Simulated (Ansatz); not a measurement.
## Run record: Ni2H

The cell (3 atoms) is Ni2H in the coordinates of a database entry, unrelaxed (space group P3m1). Forces or pressure are large there, so the entry is far from the computed equilibrium and may be faulty or of a sample under other conditions. Source: COD entry 1530161, which need not be the ambient phase.

Theory: DFT, r2SCAN, PAW, plane waves, scalar-relativistic (Ansatz development build ahead of 0.2.0).

The input:

```yaml
crystal:
  lattice:
    - [2.6430021, 0.0, 0.0]
    - [-1.32150105, 2.28890696, 0.0]
    - [0.0, 0.0, 4.308]
  atoms:
    - { symbol: Ni, position: [0.33333333, 0.66666667, 0.261] }
    - { symbol: Ni, position: [0.66666667, 0.33333333, 0.796] }
    - { symbol: H, position: [0.0, 0.0, 0.028] }
hamiltonian:
  xc: r2scan
  pseudopotentials: { kind: paw }
basis:
  ecutwfc: 500
kpoints:
  mp_grid: { grid: [11, 11, 6] }
scf:
  occupations: { method: fermi_dirac, width: 0.1 }
  lower_state_search: "off"
  algorithm: density_mixing
  max_iter: 50
  mixing: { algorithm: anderson, ndim: 8, beta: 0.375 }
output:
  forces: true
  stress: true
```

The run was started with:
```sh
ansatz run input.yaml --threads 2 --pin off --max-ram 5120MiB --backend cpu --events-out ev --progress --plain --runs-dir out
```

Output (shortened):

```
Pseudopotentials: kind: paw
Pseudopotential: Ni, paw, valence charge 18, recommended cutoff 500 eV (meta_gga), Ni.paw.azcp
Pseudopotential: H, paw, valence charge 1, recommended cutoff 500 eV (meta_gga), H.paw.azcp
Functional definition: r2SCAN
Crystal: 3 atoms, lattice volume = 26.062 Å³
Basis set: ecut = 500 eV, 663 PW (Γ), exchange–correlation on 80×80×128 points (64 copies of the dense FFT grid, shifted against one another)
Bands: 23, of which v1, the nominal top of the filled ones, is band 19 counted from 1 (18 counted from 0)
Symmetry: 6 space group operations
Space group: P3m1 (ITA 156), of the structure as read, at distance tolerance 3.0e-5 Å
k-points: 84 of 726 (time reversal used)
Non-local potential: Ni, projectors of the file, l = 0: 3, l = 1: 2, l = 2: 3, l = 3: 1
Non-local potential: H, projectors of the file, l = 0: 2, l = 1: 1
PAW frozen core: Ni, regenerated for the run's functional (the file was generated under x = pbe(κ = 0.804, μ = 0.2195149727645171), c = pbe(β = 0.06672455060314922))
Initial density: superposition of atomic densities (neutral atoms: chi_scale 0, normalization atom), corrected by the library's trained network
Initial wavefunctions: pseudopotential atomic-orbital guess
Functional: x = r2scan, c = r2scan; τ floored in thin density (d = 2e-4 eV/Å³)
SCF iter   1: F=-11706.068036 eV  HF=-11706.011127 eV  |F-HF|=5.69e-2  |Δ(HF+E_count)|=         —  Δρ=2.37e-2  dr2=8.83e-2  dr2_τ=6.81e-2  ethr=1.77e-3  ⟨swp⟩=5.1  Hψ=7487  notcnv=0
preconditioner: auto → none  [metal: Δε(μ)=0.056 eV  Ē_g=9.001 eV  σ=0.100 eV  W_gap=0.14  n_scr=8 (ndim 8)  ℏωp=33.3 eV  f_vac=0.000  D(μ)=3.55/eV (n_scr^D=42)  sad-step TF]
SCF iter   2: F=-11706.107137 eV  HF=-11706.113364 eV  |F-HF|=6.23e-3  |Δ(HF+E_count)|=   1.02e-1  Δρ=9.54e-3  dr2=1.59e-2  dr2_τ=1.21e-3  ethr=2.39e-4  ⟨swp⟩=2.4  Hψ=4689  notcnv=0  κ⁻¹=1.0e0(r=1)
SCF iter   3: F=-11706.108598 eV  HF=-11706.111914 eV  |F-HF|=3.32e-3  |Δ(HF+E_count)|=   1.45e-3  Δρ=3.90e-3  dr2=2.80e-3  dr2_τ=6.77e-5  ethr=4.30e-5  ⟨swp⟩=1.9  Hψ=2988  notcnv=0  κ⁻¹=2.6e-2(r=2)
SCF iter   4: F=-11705.983746 eV  HF=-11706.115784 eV  |F-HF|=1.32e-1  |Δ(HF+E_count)|=   3.87e-3  Δρ=2.38e-2  dr2=1.39e-1  dr2_τ=5.88e-4  ethr=7.57e-6  ⟨swp⟩=2.0  Hψ=3296  notcnv=0  κ⁻¹=3.6e-3(r=3)
SCF iter   5: F=-11706.110735 eV  HF=-11706.111113 eV  |F-HF|=3.78e-4  |Δ(HF+E_count)|=   4.67e-3  Δρ=2.02e-3  dr2=7.01e-4  dr2_τ=6.50e-6  ethr=7.57e-6  ⟨swp⟩=2.0  Hψ=3009  notcnv=0  κ⁻¹=1.4e-3(r=4)
SCF iter   6: F=-11706.111006 eV  HF=-11706.111004 eV  |F-HF|=2.07e-6  |Δ(HF+E_count)|=   1.08e-4  Δρ=1.26e-3  dr2=2.24e-4  dr2_τ=7.98e-7  ethr=1.89e-6  ⟨swp⟩=2.0  Hψ=3090  notcnv=0  κ⁻¹=1.1e-4(r=5)
SCF iter   7: F=-11706.111049 eV  HF=-11706.111054 eV  |F-HF|=4.70e-6  |Δ(HF+E_count)|=   4.95e-5  Δρ=7.88e-4  dr2=9.36e-5  dr2_τ=3.16e-7  ethr=6.06e-7  ⟨swp⟩=1.0  Hψ=2269  notcnv=0  κ⁻¹=7.1e-6(r=6)
SCF iter   8: F=-11706.111066 eV  HF=-11706.111071 eV  |F-HF|=5.31e-6  |Δ(HF+E_count)|=   1.76e-5  Δρ=4.01e-4  dr2=2.54e-5  dr2_τ=6.75e-8  ethr=2.53e-7  ⟨swp⟩=1.0  Hψ=1933  notcnv=0  κ⁻¹=6.4e-7(r=7)
SCF iter   9: F=-11706.111073 eV  HF=-11706.111073 eV  |F-HF|=4.36e-8  |Δ(HF+E_count)|=   1.60e-6  Δρ=2.76e-5  dr2=8.30e-8  dr2_τ=4.72e-9  ethr=2.70e-10  ⟨swp⟩=4.6  Hψ=10223  notcnv=0
SCF 1 converged in 9 iterations: F = -11706.111073 eV  dr2 = 8.30e-8
  greatest PAW one-centre occupation: 1.001 electrons in one spin orbital (limit 2), on the Ni atom at site 0 (counted from 0), in its partial waves of l = 1
SCF converged after 9 iterations
Stability not checked: this state was not tested for a lower state beside it, because the mixer in use, unlike msr1, does not test its closes by its own steps (another_mixer; see scf.mixing.algorithm and scf.lower_state_search)
Free energy (F): -11706.111073 eV
Harris-Foulkes:  -11706.111073 eV  (|F-HF|=4.36e-8)
Internal energy: -11705.981387 eV  (E = F + TS)
E sigma→0 (E₀):  -11706.046230 eV
Entropy (-TS):   -0.129686 eV (-43.229 meV/atom)
Fermi energy:    15.012402 eV
--- Per-component energies (eV) ---
  E_band       = -703.654021
  E_kinetic    = 578.121743
  E_local      = -7477.953388  (includes V_loc(G=0)·N_el)
  E_nonlocal   = 1292.495293
  E_hartree    = 3134.167421
  E_xc         = -164.612868
  E_vxc        = -243.480834  (∫ρ·V_xc dr)
  E_paw        = -3297.926851  (= ΣΔE_a)
  E_vpaw       = -1138.796423  (= ΣTr[D̂ρ^β])
  E_aug_tail   = -0.000018  (compensation charges beyond the density's cutoff)
  E_vtau       = 17.603168  (kinetic-family band-sum trace: ∫τ·v_τ [+ j·A + Jᵃ·Aᵃ] dr)
  E_ewald      = -5769.672582
  E_core_change = -0.600137  (= ΣΔE_core)
  E_smearing   = -0.129686  (= −TS)
  E_closure    = 0.000000  (closes the sum)
  Σ components = -11706.111073   (vs F -11706.111073, Δ=0.00e0)
--- Forces (eV/Å), atoms counted from 1 ---
  atom   1  Ni    -0.00000000     0.00000000     1.10037995
  atom   2  Ni    -0.00000000    -0.00000000    -1.10291965
  atom   3  H      0.00000000    -0.00000000     0.00254236
  max |Σ_I F_I| component: 2.66e-6 eV/Å
--- Stress (GPa, compression-positive) ---
      -16.471407       0.000000       0.000000
       -0.000000     -16.471407       0.000000
        0.000000       0.000000     -14.764551
  P = ⅓ Tr σ = -15.9025 GPa (-159.025 kbar)
```

Spin is off, though the compound may be magnetic.

The run took 6.8 s on 2 threads of Arm Neoverse V1 (shared host), peak memory 0.4 GiB.
